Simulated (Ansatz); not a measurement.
Input, command and steps of an Ansatz relaxation.

```yaml
crystal:
  lattice:
    - [3.196371707, 0.0, 0.0]
    - [0.0, 3.196371707, 0.0]
    - [-1.5981858535, -1.5981858535, 4.7945575605]
  atoms:
    - { symbol: W, position: [0.0, 0.0, 0.0] }
    - { symbol: Ta, position: [0.3333333333, 0.3333333333, 0.6666666667] }
    - { symbol: W, position: [0.6666666667, 0.6666666667, 0.3333333333] }
basis:
  ecutwfc: 420
kpoints:
  mp_grid: { grid: [14, 14, 14] }
hamiltonian:
  xc: pbesol
scf:
  occupations: { method: gaussian, width: 0.1 }
output:
  forces: true
  stress: true
  eigenvalues: true
relax:
  adjacent_minimum: "off"
  f_tol: 0.015
  max_steps: 60
  cell: { stress_tol: 0.15 }
```

```bash
ansatz run input.yaml --threads 1 --pin off --max-ram 2560MiB --backend cpu --events-out ev --progress --plain --runs-dir out
```

All numbers below come from DFT PBEsol, scalar-relativistic, plane waves, PAW (Ansatz 0.2.0).

Of 7 frames 6 are shown, positions in Å and forces in eV/Å; the SCF threshold varies from step to step. Steps run on the plane waves of an earlier cell, with a Pulay correction in the pressure. The basis is chosen afresh for the last frame, the zero of the energies, and at times for earlier ones too; energy and pressure step there, also at an unchanged geometry. The mark taken_back stands on steps that the optimiser undid.

```xyz
3
Lattice="3.1964 0.0000 0.0000 0.0000 3.1964 0.0000 -1.5982 -1.5982 4.7946" Properties=species:S:1:pos:R:3:forces:R:3 pbc="T T T" step=1 free_energy_over_end_meV_per_atom=11.89 pressure_GPa=-2.14
W     0.0000    0.0000    0.0000    0.0000    0.0000    0.9584
Ta    0.0000    0.0000    3.1964    0.0000    0.0000    0.0000
W     1.5982    1.5982    1.5982    0.0000    0.0000   -0.9584
3
Lattice="3.1629 0.0000 0.0000 0.0000 3.1629 0.0000 -1.5814 -1.5814 4.7450" Properties=species:S:1:pos:R:3:forces:R:3 pbc="T T T" step=2 free_energy_over_end_meV_per_atom=112.12 pressure_GPa=11.76 taken_back
W     0.0000    0.0000    0.1241    0.0000    0.0000   -3.3931
Ta    0.0000    0.0000    3.1633    0.0000    0.0000    0.0000
W     1.5814    1.5814    1.4575    0.0000    0.0000    3.3931
3
Lattice="3.1815 0.0000 0.0000 0.0000 3.1815 0.0000 -1.5908 -1.5908 4.8273" Properties=species:S:1:pos:R:3:forces:R:3 pbc="T T T" step=3 free_energy_over_end_meV_per_atom=0.79 pressure_GPa=-1.13
W     0.0000    0.0000    0.0307    0.0000    0.0000    0.1459
Ta    0.0000    0.0000    3.2182    0.0000    0.0000    0.0000
W     1.5908    1.5908    1.5784    0.0000    0.0000   -0.1459
3
Lattice="3.1934 0.0000 0.0000 0.0000 3.1934 0.0000 -1.5967 -1.5967 4.7691" Properties=species:S:1:pos:R:3:forces:R:3 pbc="T T T" step=4 free_energy_over_end_meV_per_atom=1.03 pressure_GPa=0.31 taken_back
W     0.0000    0.0000    0.0365    0.0000    0.0000   -0.1276
Ta    0.0000    0.0000    3.1794    0.0000    0.0000    0.0000
W     1.5967    1.5967    1.5532    0.0000    0.0000    0.1276
3
Lattice="3.1801 0.0000 0.0000 0.0000 3.1801 0.0000 -1.5900 -1.5900 4.7992" Properties=species:S:1:pos:R:3:forces:R:3 pbc="T T T" step=5 free_energy_over_end_meV_per_atom=0.09 pressure_GPa=0.83
W     0.0000    0.0000    0.0332    0.0000    0.0000    0.0245
Ta    0.0000    0.0000    3.1994    0.0000    0.0000    0.0000
W     1.5900    1.5900    1.5666    0.0000    0.0000   -0.0245
3
Lattice="3.1843 0.0000 0.0000 0.0000 3.1843 0.0000 -1.5922 -1.5922 4.8008" Properties=species:S:1:pos:R:3:forces:R:3 pbc="T T T" step=7 free_energy_over_end_meV_per_atom=0.00 pressure_GPa=-0.01
W     0.0000    0.0000    0.0341    0.0000    0.0000    0.0018
Ta    0.0000    0.0000    3.2006    0.0000    0.0000    0.0000
W     1.5922    1.5922    1.5662    0.0000    0.0000   -0.0018
```

It took 2.2 min on 1 thread of Arm Neoverse V1, with other jobs on the host, peak memory 0.52 GiB.

Spin–orbit coupling is left out, which can shift energies with elements as heavy as these.